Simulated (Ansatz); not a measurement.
An Ansatz (a quantum-chemistry and plane-wave program) run. Input:

Ansatz 0.2 input:
```yaml
crystal:
  lattice:
    - [3.3083674559, 0.0, 0.0]
    - [0.0, 3.832131808, 0.0]
    - [0.0, 0.0, 37.0]
  periodic: [true, true, false]
  atoms:
    - { symbol: O, position: [0.6801615281, 0.5, 0.5745341773] }
    - { symbol: Ta, position: [0.2170080004, 0.5, 0.5463562881] }
    - { symbol: Ta, position: [0.7829919996, 0.5, 0.4536437119] }
    - { symbol: O, position: [0.1129534234, 0.0, 0.5404976357] }
    - { symbol: O, position: [0.8870465766, 0.0, 0.4595023643] }
    - { symbol: O, position: [0.3198384719, 0.5, 0.4254658227] }
    - { symbol: O, position: [0.5, 0.5, 0.5] }
kpoints:
  mp_grid: { grid: [10, 10, 1] }
hamiltonian:
  xc: r2scan
  dispersion: d4
  pseudopotentials: { kind: paw }
scf:
  occupations: { method: gaussian, width: 0.005 }
relax:
  f_tol: 0.005
  max_steps: 150
output:
  eigenvalues: true
  stress: true
  write_potential: true
  volumetric_format: []
```

Output (shortened):

```
WARN output.stress: scf.convergence.dr2_threshold = 2.5e-8 eV (the default of a walk held to its f_tol) is looser than the 7e-10 eV advised for a printed …
Pseudopotential: O, paw, valence charge 6
Pseudopotential: Ta, paw, valence charge 13
Functional definition: r2SCAN
Crystal: 7 atoms, lattice volume = 469.090 Å³
Basis set: ecut = 500 eV, 11751 PW (Γ), exchange–correlation on 100×120×1080 points (64 copies of the dense FFT grid, shifted against one another)
Bands: 35, of which v1, the nominal top of the filled ones, is band 28 counted from 1 (27 counted from 0)
Symmetry: 4 space group operations
Space group: P2/m (ITA 10), of the structure as read, at distance tolerance 7.8e-5 Å
k-points: 36 of 100
SCF 1 converged in 8 iterations: F = -22739.085955 eV  dr2 = 1.02e-7
relax step   1: F+E_penalty+E_count = -22739.08595472 eV  Δ(F+E_penalty+E_count) = +0.000e0 eV  max|allowed force component| = 7.272e-1 eV/Å  Δτ_max = 0.0000 Å  (8 SCF iters, dr2 threshold 6.25e-7 eV, accepted)
Crystal: 7 atoms, lattice volume = 469.090 Å³
SCF 2 converged in 7 iterations: F = -22739.162202 eV  dr2 = 4.54e-7
relax step   2: F+E_penalty+E_count = -22739.16220174 eV  Δ(F+E_penalty+E_count) = -7.625e-2 eV  max|allowed force component| = 9.932e-2 eV/Å  Δτ_max = 0.0970 Å  (7 SCF iters, dr2 threshold 3.30e-5 eV, accepted)
Crystal: 7 atoms, lattice volume = 469.090 Å³
SCF 3 converged in 8 iterations: F = -22739.175002 eV  dr2 = 5.68e-7
relax step   3: F+E_penalty+E_count = -22739.17500188 eV  Δ(F+E_penalty+E_count) = -1.280e-2 eV  max|allowed force component| = 1.020e-1 eV/Å  Δτ_max = 0.0921 Å  (8 SCF iters, dr2 threshold 6.16e-7 eV, accepted)
Crystal: 7 atoms, lattice volume = 469.090 Å³
SCF 4 converged in 7 iterations: F = -22739.172699 eV  dr2 = 4.41e-7
relax step   4: F+E_penalty+E_count = -22739.17269899 eV  Δ(F+E_penalty+E_count) = +2.303e-3 eV  max|allowed force component| = 3.196e-1 eV/Å  Δτ_max = 0.0341 Å  (7 SCF iters, dr2 threshold 6.51e-7 eV, rejected (line search))
Crystal: 7 atoms, lattice volume = 469.090 Å³
SCF 5 converged in 7 iterations: F = -22739.176674 eV  dr2 = 4.37e-8
relax step   5: F+E_penalty+E_count = -22739.17667366 eV  Δ(F+E_penalty+E_count) = -1.672e-3 eV  max|allowed force component| = 3.519e-2 eV/Å  Δτ_max = 0.0166 Å  (7 SCF iters, dr2 threshold 1.00e-7 eV, accepted)
Crystal: 7 atoms, lattice volume = 469.090 Å³
SCF 6 converged in 8 iterations: F = -22739.177149 eV  dr2 = 7.75e-8
relax step   6: F+E_penalty+E_count = -22739.17714919 eV  Δ(F+E_penalty+E_count) = -4.755e-4 eV  max|allowed force component| = 1.665e-2 eV/Å  Δτ_max = 0.0201 Å  (8 SCF iters, dr2 threshold 1.47e-7 eV, accepted)
Crystal: 7 atoms, lattice volume = 469.090 Å³
SCF 7 converged in 7 iterations: F = -22739.177180 eV  dr2 = 4.18e-9
relax step   7: F+E_penalty+E_count = -22739.17718007 eV  Δ(F+E_penalty+E_count) = -3.088e-5 eV  max|allowed force component| = 3.131e-3 eV/Å  Δτ_max = 0.0032 Å  (7 SCF iters, accepted)
Crystal: 7 atoms, lattice volume = 469.090 Å³
SCF 8 converged in 2 iterations: F = -22739.177180 eV  dr2 = 5.83e-10
WARN: The output density's exchange-correlation potential varies sharply where the density is thin …
SCF converged after 2 iterations
Free energy (F): -22739.177180 eV
Harris-Foulkes:  -22739.177180 eV  (|F-HF|=5.46e-10)
Internal energy: -22739.177180 eV  (E = F + TS)
E sigma→0 (E₀):  -22739.177180 eV
Fermi energy:    -5.852346 eV
--- Per-component energies (eV) ---
  E_band       = -1378.441165
  E_kinetic    = 1604.388167
  E_local      = -160816.939985  (includes V_loc(G=0)·N_el)
  E_nonlocal   = 267.369746
  E_hartree    = 79451.763548
  E_xc         = -771.652508
  E_vxc        = -967.265727  (∫ρ·V_xc dr)
  E_paw        = -17646.691045  (= ΣΔE_a)
  E_vpaw       = -426.602315  (= ΣTr[D̂ρ^β])
  E_aug_tail   = 0.005187  (compensation charges beyond the density's cutoff)
  E_vtau       = 57.076760  (kinetic-family band-sum trace: ∫τ·v_τ [+ j·A + Jᵃ·Aᵃ] dr)
  E_ewald      = 75174.560209
  E_disp       = -0.308234  (pairwise vdW)
  E_core_change = -1.672265  (= ΣΔE_core)
  E_smearing   =  0.000000  (= −TS)
  E_closure    =  0.000000  (closes the sum)
  Σ components = -22739.177180   (vs F -22739.177180, Δ=0.00e0)
--- Forces (eV/Å), atoms counted from 1 ---
  atom   1  O     -0.00125553     0.00000000    -0.00196048
  atom   2  Ta     0.00244823     0.00000000     0.00311409
  atom   3  Ta    -0.00244823     0.00000000    -0.00311409
  atom   4  O     -0.00040106     0.00000000    -0.00044145
  atom   5  O      0.00040106     0.00000000     0.00044145
  atom   6  O      0.00125553     0.00000000     0.00196048
  atom   7  O      0.00000000     0.00000000     0.00000000
  max |Σ_I F_I| component: 4.34e-19 eV/Å
--- 2D stress c σ (N/m, compression-positive) ---
       -1.138203       0.000000       0.000000
        0.000000      -5.399911       0.000000
        0.000000       0.000000       0.000000
  P = ½ c Tr σ = -3.2691 N/m
--- Band table (eV; the first three rows and the last of 36) ---
  k-point 0: bands = ["-76.7270", "-76.7263", "-42.8451", "-42.7835", "-42.5728", "-42.5434", "-42.4578", "-42.4539", "-26.2601", "-25.8502", "-25.2607", "-25.1948", "-25.1748", "-12.8217", "-12.0339", "-11.7722", "-11.5022", "-10.8771", "-10.4403", …
  k-point 1: bands = ["-76.7269", "-76.7262", "-42.8445", "-42.7830", "-42.5724", "-42.5430", "-42.4718", "-42.4677", "-26.2336", "-25.8156", "-25.2323", "-25.1312", "-25.0924", "-12.8195", "-12.0242", "-11.7708", "-11.4998", "-10.8837", "-10.7317", …
  k-point 2: bands = ["-76.7266", "-76.7260", "-42.8430", "-42.7816", "-42.5712", "-42.5419", "-42.5079", "-42.5036", "-26.1782", "-25.7509", "-25.2171", "-24.8791", "-24.8375", "-12.8137", "-11.9987", "-11.7778", "-11.5313", "-11.2366", "-11.0096", …
  k-point 35: bands = ["-76.7158", "-76.7157", "-42.9602", "-42.9546", "-42.7478", "-42.6772", "-42.5773", "-42.5754", "-25.6670", "-25.0595", "-24.9275", "-23.9174", "-23.8844", "-12.8521", "-12.6800", "-12.6534", "-12.2282", "-11.8366", "-11.3175", …
  ° read free of the cell's end (the report's vacuum.weakly_bound_levels)
--- Relaxed structure (7 steps of the walk, 6 accepted, 0 SCFs on fresh bases) ---
  F+E_penalty+E_count = -22739.17718007 eV   max|allowed force component| = 3.131e-3 eV/Å
  cell:  # Å, volume = 469.0897 Å³
    - [3.3083674559, 0.0, 0.0]
    - [0.0, 3.832131808, 0.0]
    - [0.0, 0.0, 37.0]
  atoms:
    - { symbol: O, position: [0.7243655277909318, 0.5, 0.5741295059482474] }
    - { symbol: Ta, position: [0.25881722601294754, 0.5, 0.5473651923331904] }
    - { symbol: Ta, position: [0.7411827739870523, 0.5, 0.4526348076668098] }
    - { symbol: O, position: [0.17301134580403787, 0.0, 0.5431621241398233] }
    - { symbol: O, position: [0.8269886541959621, 0.0, 0.4568378758601767] }
    - { symbol: O, position: [0.2756344722090682, 0.5, 0.42587049405175265] }
    - { symbol: O, position: [0.5, 0.5, 0.5] }
```

Cost: around 4 core-minutes (rough) on shared cores.

This run is a variant of the relaxed cell: strain +2 % along x, +2 % along y, atoms relaxed.

The layer was cut from a bulk entry of the Materials Project (measured or hypothetical); whether that bulk phase is the ambient one, and whether the layer has been isolated, was not checked. The strained cell keeps its size and symmetry.

Potentials: the later of the program's two PAW sets.

Ansatz is a plane-wave DFT program.
